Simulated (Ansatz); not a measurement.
Relaxed-ion elastic tensor of B6As in space group R-3m (No. 166; B on 18h, B on 18h, As on 6c) in GPa (Voigt order), DFT-PBEsol in the program Ansatz with PAW potentials; density 3.62 g/cm³, 9.16 Å³ per atom.

```tsv
	1	2	3	4	5	6
1	443	99.5	67.3	-3.7	0.0	0.0
2	99.5	443	67.3	3.7	0.0	0.0
3	67.3	67.3	362	0.0	0.0	0.0
4	-3.7	3.7	0.0	176	0.0	0.0
5	0.0	0.0	0.0	0.0	176	-3.7
6	0.0	0.0	0.0	0.0	-3.7	172
```

Question: Is the crystal mechanically stable?

Answer: Yes: the smallest eigenvalue of C is 169 GPa.

Question: Work out the Voigt, Reuss and Hill averages.

Answer: K_V = 191, K_R = 188, K_H = 189; G_V = 172, G_R = 171, G_H = 172 GPa.

Question: Give Young's modulus, Poisson's ratio, Pugh's ratio and the universal anisotropy index.

Answer: E = 9KG/(3K + G) = 396 GPa; ν = 0.15; K/G = 1.10 (brittle by the Pugh limit of 1.75); A_U = 5G_V/G_R + K_V/K_R − 6 = 0.03.

Question: Estimate the sound speeds and the Debye temperature.

Answer: v_l = √((K + 4G/3)/ρ) = 10700 m/s, v_t = √(G/ρ) = 6890 m/s, mean 7570 m/s; Θ = (h/k)(3n/4πV)^(1/3) v_m = 1080 K.

Question: How much does each axis shrink under pressure?

Answer: Linear compressibilities β_i = Σ_j S_ij (j = 1 to 3): x 1.6, y 1.6, z 2.2 per TPa.

The first step of the workflow began from a Materials Project structure, measured or hypothetical; the Crystallography Open Database copy checked does not list it. Whether it is the stable phase at ambient conditions was not checked. The cell was relaxed with PBEsol under the symmetry of its start; phonons on a q-mesh show no instability.

Potentials: the later of the program's two PAW sets.
